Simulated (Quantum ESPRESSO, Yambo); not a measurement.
# Levels of theory for the gap of Ba3ZnN2O

Ba3ZnN2O (space group P4/mmm, No. 123): one geometry, one set of PBEsol (Quantum ESPRESSO, PseudoDojo norm-conserving, 84 Ry, scalar-relativistic) orbitals, self-energies from Yambo (4×4×1 Γ-centred k mesh, bands 5 to 235 and a 7 Ry block in the screening, 235 bands in G with the Bruneval-Gonze terminator, plasmon pole fitted at 27.2 eV).

The geometry is that of Materials Project entry mp-545788, symmetrised and not relaxed again.

```tsv
level	gap Γ → Γ (eV)	rough Yambo cost
PBEsol (Quantum ESPRESSO)	0.84	–
exchange only (Hartree-Fock self-energy on PBEsol orbitals)	8.11	about 1/20 (6 states)
static COHSEX@PBEsol	2.28	within a factor of two (2 states)
G0W0@PBEsol, plasmon pole	1.42	1 (6 states)
```

Bare exchange has no screening and gives the widest gap; static COHSEX screens it but leaves out the frequency dependence, which G0W0 restores. The mesh misses a band edge: along a dense path the PBEsol gap is 0.48 eV against 0.84 eV on the mesh.

Costs are rough ratios of core time on shared machines.

Nearest settings tried, and what they do to the gap: 154 bands in G: +2 meV; 154 bands in W, 154 bands in G: +16 meV; 6 Ry block (267 vectors against 363): -45 meV. Not varied: mesh. So the settings aren't converged at that level. Oxides, nitrides and fluorides with a shallow 3d shell are known to need far more bands and larger blocks.

The structure is a Materials Project entry; no match was found in the copy of COD used, and its stability was not checked.
